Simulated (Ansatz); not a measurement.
## Profile along the Hf–O line in HfO2 (tetragonal-ZrO2 type, space group P4_2/nmc)

HfO₂ (tetragonal-ZrO2 type, space group P4_2/nmc)

```
CELL_PARAMETERS angstrom
      3.60482     0.00000     0.00000
      0.00000     3.60482     0.00000
      0.00000     0.00000     5.26502
ATOMIC_POSITIONS crystal
  Hf 0.00000 0.00000 0.00000
  Hf 0.50000 0.50000 0.50000
  O  0.00000 0.50000 0.19324
  O  0.00000 0.50000 0.69324
  O  0.50000 0.00000 0.30676
  O  0.50000 0.00000 0.80676
```

Fields along a shortest Hf–O line of a (010) plane (2.07 Å), from Hf to O, interpolated on the slice's grid (step about 0.2 Å). Method: PBE (plane waves to 420 eV, PAW, scalar-relativistic; Ansatz, a program for electronic structure). k mesh 9×9×6. Inside the PAW spheres the values are not all-electron values, and peaks at nuclei hang on which shells count as valence. HfO2 is run without spin polarisation. HfO2 was relaxed with its symmetry unable to fall. Spin-orbit coupling is left out, though Hf is heavy. The PAW data are Ansatz's earlier set. This is a high-temperature form of HfO2.

```json
[
 {"distance from Hf (Å)": "0.00", "valence electron density (e/Å³)": "59.28", "electron localisation function": "x", "density of the highest valence band (e/Å³)": "0.008", "density of the lowest conduction band (e/Å³)": "0.024"},
 {"distance from Hf (Å)": "0.21", "valence electron density (e/Å³)": "44.51", "electron localisation function": "x", "density of the highest valence band (e/Å³)": "0.008", "density of the lowest conduction band (e/Å³)": "0.024"},
 {"distance from Hf (Å)": "0.41", "valence electron density (e/Å³)": "19.18", "electron localisation function": "0.85", "density of the highest valence band (e/Å³)": "0.005", "density of the lowest conduction band (e/Å³)": "0.031"},
 {"distance from Hf (Å)": "0.62", "valence electron density (e/Å³)": "5.37", "electron localisation function": "0.74", "density of the highest valence band (e/Å³)": "0.003", "density of the lowest conduction band (e/Å³)": "0.035"},
 {"distance from Hf (Å)": "0.83", "valence electron density (e/Å³)": "1.38", "electron localisation function": "0.41", "density of the highest valence band (e/Å³)": "0.007", "density of the lowest conduction band (e/Å³)": "0.026"},
 {"distance from Hf (Å)": "1.03", "valence electron density (e/Å³)": "0.73", "electron localisation function": "0.21", "density of the highest valence band (e/Å³)": "0.016", "density of the lowest conduction band (e/Å³)": "0.016"},
 {"distance from Hf (Å)": "1.24", "valence electron density (e/Å³)": "0.93", "electron localisation function": "0.58", "density of the highest valence band (e/Å³)": "0.034", "density of the lowest conduction band (e/Å³)": "0.014"},
 {"distance from Hf (Å)": "1.45", "valence electron density (e/Å³)": "1.93", "electron localisation function": "0.83", "density of the highest valence band (e/Å³)": "0.067", "density of the lowest conduction band (e/Å³)": "0.021"},
 {"distance from Hf (Å)": "1.66", "valence electron density (e/Å³)": "4.33", "electron localisation function": "0.75", "density of the highest valence band (e/Å³)": "0.087", "density of the lowest conduction band (e/Å³)": "0.031"},
 {"distance from Hf (Å)": "1.86", "valence electron density (e/Å³)": "7.38", "electron localisation function": "x", "density of the highest valence band (e/Å³)": "0.041", "density of the lowest conduction band (e/Å³)": "0.028"},
 {"distance from Hf (Å)": "2.07", "valence electron density (e/Å³)": "8.76", "electron localisation function": "x", "density of the highest valence band (e/Å³)": "0.006", "density of the lowest conduction band (e/Å³)": "0.015"}
]
```

x: too close to a nucleus for the ELF to mean much. Band densities are of whole bands, smooth part only.

Density on the Hf–O line (2.07 Å) at its density minimum, 1.1 Å from Hf: 0.72 e/Å³. ELF at that point: 0.2. Element round which the density of the highest valence band (whole band, smooth part) is largest on this plane: O.
